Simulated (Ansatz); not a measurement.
Data:

InPd (CsCl type, space group No. 221), a = b = c = 3.2669 Å, α = β = γ = 90.00°.

This is the r²SCAN-relaxed structure.

All from r²SCAN in the plane-wave PAW code Ansatz, unless another level is named. Give the Hill bulk and shear moduli.

132 and 34.9 GPa.

And the elastic constants (relaxed ions, GPa)?

C11 = 156, C12 = 121, C44 = 55.6.

Space group Pm-3m (CsCl type). The r²SCAN relaxation kept the symmetry of its start; of distortions, only those at the zone centre were tested. No spin polarisation was allowed. As this level gives no gap, shear constants depend on the k-mesh and smearing (Fermi–Dirac, 0.1 eV here).

Potentials: the later of the program's two PAW sets.
